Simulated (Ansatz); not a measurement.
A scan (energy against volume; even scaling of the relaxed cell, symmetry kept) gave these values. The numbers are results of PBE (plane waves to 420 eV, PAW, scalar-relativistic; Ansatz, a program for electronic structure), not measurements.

- Bulk modulus B₀ (third-order Birch-Murnaghan fit) = 38.9 GPa
- Pressure derivative B₀′ (fit) = 5.2
- Equilibrium volume of the fit = 28.08 Å³/atom

Task: Of these crystals, all scanned alike, which one is it?
A. CuI (zinc blende)
B. VN (rock salt)
C. Ni (fcc, Cu type)
D. TiC (rock salt)

Result: A, CuI (zinc blende). The others have, for the bulk modulus: Ni 198 GPa, TiC 250 GPa, VN 314 GPa

All were relaxed with their symmetry unable to fall. CuI is run without spin polarisation. Relaxed Ni ends ferromagnetic. Spin-orbit coupling is left out. TiC is run without spin polarisation. VN is run without spin polarisation. The magnetic order is the one the run started from; other orders were not tried. (This holds for the magnetic or f-shell members.)

(Under strain, the slope of the energy per volume gives the stress and its curvature an elastic modulus.)
